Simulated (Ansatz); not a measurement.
These are results of Ansatz, DFT PBE, scalar-relativistic, plane waves, PAW, and for the lanthanide a 4f-in-core norm-conserving potential, not measurements. Settings: cutoff 770 eV, Γ-centred meshes spaced at most about 0.3 Å⁻¹, and about 0.25 Å⁻¹ or finer for metals (2π included), Gaussian smearing. No spin polarisation in the final relaxations.

These are static total energies at zero pressure. All come from trial cells, and lower structures may exist.

Question: Order these relaxed structures of SrErAs₃ by energy, lowest first, with the energy over the lowest of them.
A.

```
Sr Er As
1.0
     3.18403    1.83830    4.23692
    -3.18403    1.83830    4.23692
     0.00000   -3.67660    4.23692
Sr Er As
1 1 3
Cartesian
  0.0000 0.0000 6.3554
  0.0000 0.0000 0.0000
  0.0000 -1.8383 2.1185
  1.5920 0.9191 2.1185
  -1.5920 0.9191 2.1185
```

B.

```
Sr Er As
1.0
     5.35592    0.00000    0.00000
     0.00000    5.35592    0.00000
     0.00000    0.00000    5.35592
Sr Er As
1 1 3
Direct
  0.00000 0.00000 0.00000
  0.50000 0.50000 0.50000
  0.00000 0.50000 0.50000
  0.50000 0.00000 0.50000
  0.50000 0.50000 0.00000
```

Answer: A (0 meV/atom), B (259 meV/atom). Forms: A R-3m; B cubic perovskite type, Pm-3m. Counting As atoms around Er and Sr (those within 1.25 times the shortest such distance or 1.15 times the sum of covalent radii, 1.27 where that leaves under three; the shortest distance is added where it exceeds 1.18 times the sum of covalent radii): A has Sr 6, Er 6; B has Sr 12 from 3.8 Å, Er 6.

Cells relaxed within their symmetry can be saddle points. Some types were kept out of the candidates beforehand, so the set may lack a known form.

The lanthanide is trivalent by construction, without f bands, f moments or other valences.
